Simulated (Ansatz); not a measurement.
Relaxed-ion elastic tensor of InRu$_{3}$N (anti-perovskite, Pm-3m) in GPa (Voigt order), DFT-PBEsol in the program Ansatz with PAW potentials; density 10.91 g/cm³, 13.15 Å³ per atom.

```
     1    2    3    4    5    6
-  ---  ---  ---  ---  ---  ---
1  438  182  182  0.0  0.0  0.0
2  182  438  182  0.0  0.0  0.0
3  182  182  438  0.0  0.0  0.0
4  0.0  0.0  0.0  124  0.0  0.0
5  0.0  0.0  0.0  0.0  124  0.0
6  0.0  0.0  0.0  0.0  0.0  124
```

Question: Is the crystal mechanically stable?

Answer: Yes: the smallest eigenvalue of C is 124 GPa.

Question: Work out the Voigt, Reuss and Hill averages.

Answer: K_V = 267, K_R = 267, K_H = 267; G_V = 126, G_R = 126, G_H = 126 GPa.

Question: Give Young's modulus, Poisson's ratio, Pugh's ratio and the universal anisotropy index.

Answer: E = 9KG/(3K + G) = 326 GPa; ν = 0.30; K/G = 2.13 (ductile by the Pugh limit of 1.75); A_U = 5G_V/G_R + K_V/K_R − 6 = 0.00.

Question: Estimate the sound speeds and the Debye temperature.

Answer: v_l = √((K + 4G/3)/ρ) = 6320 m/s, v_t = √(G/ρ) = 3390 m/s, mean 3790 m/s; Θ = (h/k)(3n/4πV)^(1/3) v_m = 478 K.

Question: Give the Zener ratio and Young's modulus along [100], [110] and [111].

Answer: A = 2C44/(C11 − C12) = 0.97; 1/E = S11 − 2(S11 − S12 − S44/2)Γ with Γ = 0, 1/4, 1/3 gives 332, 325, 322 GPa.

The start of the workflow was typed in or built on a structure type; neither database checked (COD, Materials Project) lists it. Its standing as an ambient phase is unchecked. The PBEsol relaxation kept the symmetry of its start; its stability against distortions is not shown here. The workflow began spin-polarised and lost its moments. As this level gives no gap, shear constants depend on the k-mesh and smearing (Fermi–Dirac, 0.1 eV here).

Potentials: the earlier of the program's two PAW sets. The files were generated under PBE; for other functionals the program regenerates the frozen cores, and for LDA and PBEsol the local potential too.
